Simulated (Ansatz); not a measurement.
PbO2:
```cif
data_O4Pb2
_chemical_formula_sum 'Pb2 O4'
_space_group_name_H-M_alt 'P42/mnm'
_space_group_IT_number 136
_space_group_name_Hall '-P 4n 2n'
_cell_length_a 5.08113
_cell_length_b 5.08113
_cell_length_c 3.44392
_cell_angle_alpha 90.000
_cell_angle_beta 90.000
_cell_angle_gamma 90.000
loop_
_atom_site_label
_atom_site_type_symbol
_atom_site_symmetry_multiplicity
_atom_site_Wyckoff_symbol
_atom_site_fract_x
_atom_site_fract_y
_atom_site_fract_z
_atom_site_occupancy
Pb1 Pb 2 a 0.00000 0.00000 0.00000 1
O1 O 4 f 0.30797 0.30797 0.00000 1
```

Relaxed with PBE.

Question: Which orbitals make up the states near the Fermi level in plane-wave PAW PBE (Ansatz code)?

Answer: Within 0.5 eV of the Fermi level: O 2p 97 %. Projections are on Löwdin-orthogonalised atomic valence shells; empty p or d shells of many metals are not among them.

Question: Tabulate the density of states.

Answer: States/eV per cell of 6 atoms, in 0.25 eV bins, energy from the Fermi level.

```csv
E (eV),total,O 2p,Pb 6s,Pb 6p
-7.85,0.71,0.31,0.37,0.00
-7.60,1.55,0.68,0.78,0.02
-7.35,2.56,1.12,1.27,0.04
-7.10,2.30,0.99,1.12,0.04
-6.85,1.89,0.81,0.90,0.03
-6.60,1.44,0.62,0.66,0.02
-6.35,1.21,0.52,0.54,0.02
-6.10,1.05,0.45,0.45,0.02
-5.85,0.92,0.40,0.39,0.02
-5.60,0.68,0.30,0.28,0.01
-5.35,0.48,0.21,0.19,0.01
-5.10,0.35,0.16,0.14,0.01
-4.85,0.27,0.12,0.10,0.01
-4.60,0.20,0.09,0.07,0.01
-4.35,0.69,0.47,0.06,0.13
-4.10,1.77,1.29,0.05,0.36
-3.85,2.16,1.59,0.05,0.43
-3.60,2.98,2.22,0.05,0.60
-3.35,3.70,2.84,0.04,0.70
-3.10,5.03,3.93,0.04,0.90
-2.85,4.48,3.52,0.04,0.75
-2.60,3.54,2.82,0.03,0.53
-2.35,3.56,2.87,0.04,0.48
-2.10,2.99,2.44,0.03,0.36
-1.85,4.10,3.48,0.04,0.38
-1.60,3.73,3.21,0.03,0.30
-1.35,3.42,3.07,0.02,0.18
-1.10,6.19,5.80,0.01,0.15
-0.85,7.09,6.78,0.02,0.07
-0.60,16.04,15.56,0.02,0.06
-0.35,7.70,7.52,0.01,0.04
-0.10,1.22,1.19,0.01,0.01
0.15,0.22,0.18,0.03,0.00
0.40,0.16,0.10,0.04,0.00
0.65,0.20,0.12,0.05,0.01
0.90,0.25,0.14,0.07,0.01
1.15,0.31,0.17,0.09,0.01
1.40,0.39,0.21,0.12,0.02
1.65,0.49,0.26,0.15,0.02
1.90,0.62,0.34,0.20,0.03
2.15,0.83,0.45,0.28,0.04
2.40,1.30,0.69,0.46,0.05
2.65,2.41,1.24,0.89,0.12
2.90,2.17,1.12,0.81,0.11
3.15,1.98,1.04,0.75,0.08
3.40,1.72,0.91,0.67,0.06
3.65,1.90,1.03,0.77,0.03
3.90,0.96,0.52,0.41,0.01
4.15,0.08,0.04,0.03,0.00
4.40,0.00,0.00,0.00,0.00
4.65,0.00,0.00,0.00,0.00
4.90,0.00,0.00,0.00,0.00
```

Space group P4_2/mnm (rutile). The cell was relaxed with PBE under the symmetry of its start; of distortions, only those at the zone centre were tested. Scalar-relativistic: spin–orbit coupling is off unless named, which matters more the heavier the elements.

Potentials: the later of the program's two PAW sets.
